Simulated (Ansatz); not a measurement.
**Property card for Hf2SnC**

Hf2SnC:
```
CELL_PARAMETERS angstrom
      3.30033     0.00000     0.00000
     -1.65017     2.85817     0.00000
      0.00000     0.00000    14.36941
ATOMIC_POSITIONS crystal
  Hf 0.33333 0.66667 0.08528
  Hf 0.66667 0.33333 0.91472
  Hf 0.66667 0.33333 0.58528
  Hf 0.33333 0.66667 0.41472
  Sn 0.33333 0.66667 0.75000
  Sn 0.66667 0.33333 0.25000
  C  0.00000 0.00000 0.00000
  C  0.00000 0.00000 0.50000
```

Space group P6_3/mmc (No. 194); conventional cell a = 3.300 Å, b = 3.300 Å, c = 14.369 Å, α = 90.00°, β = 90.00°, γ = 120.00°.

Method: the program Ansatz at the PBEsol level (PAW). Structure relaxed to zero pressure with the same functional. Other levels are named where they apply.

**Cell and energy**

```json
{
 "volume_per_atom": "16.94 Å³",
 "density": "11.95 g/cm³",
 "Formation energy from the elements (no fitted shifts)": "-0.84 eV/atom"
}
```

**Electronic structure**

```json
{
 "electronic_character": "metallic (no gap)",
 "Density of states at the Fermi level": "0.39 states/eV per atom (mean over ±0.08 eV)"
}
```

**Mechanics**

```json
{
 "Elastic constants (relaxed ions, GPa)": "C11 = 265, C12 = 71.1, C13 = 103, C33 = 266, C44 = 106",
 "mechanical_stability": "stable (all eigenvalues of C positive)",
 "hill_bulk_and_shear_moduli": "150 and 95.7 GPa",
 "Young's modulus": "237 GPa",
 "Poisson's ratio": "0.24",
 "debye_temperature_from_the_elastic_constants": "364 K"
}
```

The first step of the workflow began from a Materials Project structure, measured or hypothetical; the Crystallography Open Database copy checked does not list it. Whether it is the stable phase at ambient conditions was not checked. The cell was relaxed with PBEsol under the symmetry of its start; its stability against distortions is not shown here. No spin polarisation was allowed. As this level gives no gap, shear constants depend on the k-mesh and smearing (Fermi–Dirac, 0.1 eV here). The references are the lowest solids computed at this level, not always the standard phases. Scalar-relativistic: spin–orbit coupling is off unless named, which matters more the heavier the elements.

Potentials: the later of the program's two PAW sets.
